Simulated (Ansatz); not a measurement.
CdSe (zinc blende)

```xyz
2
Lattice="0.0000 3.0667 3.0667 3.0667 0.0000 3.0667 3.0667 3.0667 0.0000" Properties=species:S:1:pos:R:3 pbc="T T T"
Se     4.6000     4.6000     4.6000
Cd     0.0000     0.0000     0.0000
```

The slice is a {111} plane (indices of the conventional cell) through the point (0.000, 0.000, 0.000) (fractional), spanned by u = [100] and v = [-1 2 0] in vectors of this cell: u (4.34 Å) and v (7.51 Å, at 90° to u). It covers one period; positions are fractions (u, v).

All values below come from r2SCAN (plane waves to 500 eV, PAW, scalar-relativistic; Ansatz, a quantum-chemistry and plane-wave program). k mesh 9×9×9. Inside the PAW spheres the values are not all-electron values, and peaks at nuclei hang on which shells count as valence. CdSe was relaxed with its symmetry unable to fall. The PAW data are Ansatz's earlier set.

**Question.** Sketch the density of the highest valence band (whole band, smooth part) on this plane as a map.

**Answer.** 
| v \ u | 0.00 | 0.12 | 0.25 | 0.38 | 0.50 | 0.62 | 0.75 | 0.88 |
|---|---|---|---|---|---|---|---|---|
| 0.86 | 0.018 | 0.019 | 0.052 | 0.120 | 0.154 | 0.120 | 0.052 | 0.019 |
| 0.71 | 0.003 | 0.007 | 0.023 | 0.056 | 0.077 | 0.056 | 0.023 | 0.007 |
| 0.57 | 0.008 | 0.009 | 0.014 | 0.021 | 0.014 | 0.021 | 0.014 | 0.009 |
| 0.43 | 0.097 | 0.075 | 0.031 | 0.007 | 0.013 | 0.007 | 0.031 | 0.075 |
| 0.29 | 0.143 | 0.106 | 0.043 | 0.014 | 0.007 | 0.014 | 0.043 | 0.106 |
| 0.14 | 0.018 | 0.021 | 0.012 | 0.004 | 0.002 | 0.004 | 0.012 | 0.021 |
| 0.00 | 0.002 | 0.014 | 0.017 | 0.028 | 0.033 | 0.028 | 0.017 | 0.014 |

Values: density of the highest valence band (whole band, smooth part) in e/Å³.
